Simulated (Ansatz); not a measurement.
LiF (rock salt) is sheared across one {100} plane: the third cell vector gains the shift, so faults repeat every 6.1 Å. The cut lies between planes 2.03 Å apart; the cell height is held.

```xyz
6
Lattice="2.8764 0.0000 0.0000 0.0000 2.8764 0.0000 1.4382 1.4382 6.1018" Properties=species:S:1:pos:R:3 pbc="T T T"
F      1.1985     1.1985     5.0848
F      1.1985     1.1985     1.0170
F      2.6367     2.6367     3.0509
Li     2.6367     2.6367     5.0848
Li     2.6367     2.6367     1.0170
Li     1.1985     1.1985     3.0509
```

In-plane vectors a = (2.876, 0.000) Å, b = (0.000, 2.876) Å, area 8.27 Å². The shift is s times the vector a (length 2.876 Å), so s = 1 restores the start. The shift is rigid: no atom relaxes. γ = [E(shift) − E(0)] / area.

Method: PBE (plane waves to 420 eV, PAW, scalar-relativistic; Ansatz, a program for electronic structure). k mesh 10×10×10 (Γ-centred), Fermi-Dirac smearing 0.05 eV. Energies are extrapolated to zero smearing. Faults lie only 6.1 Å apart, and holding the cell height and the atoms raises γ above its relaxed value. LiF was relaxed with its symmetry unable to fall. γ is measured from zero shift.

| s | γ (mJ/m²) |
|---|---|
| 0.000 | 0 |
| 0.083 | 82 |
| 0.167 | 309 |
| 0.250 | withheld |
| 0.333 | 976 |
| 0.417 | 1237 |
| 0.500 | 1335 |
| 0.583 | 1237 |
| 0.667 | 976 |
| 0.750 | withheld |
| 0.833 | 309 |
| 0.917 | 82 |

Question: Fit a Fourier form (three harmonics of 1 − cos and sin) to the given rows and predict γ at s = 0.250.

Answer: Least squares on the 10 given rows: γ = (667.2)·[1 − cos(2πs)] + (-16.6)·[1 − cos(4πs)], in mJ/m²; root-mean-square residual 0.5 mJ/m². At 0.250 the fit gives 634 mJ/m²; the calculation gives 634 mJ/m², the same to the digits shown. 

(The slope of γ gives the shear force per area between the displaced halves; near zero shift its curvature is an elastic stiffness.)
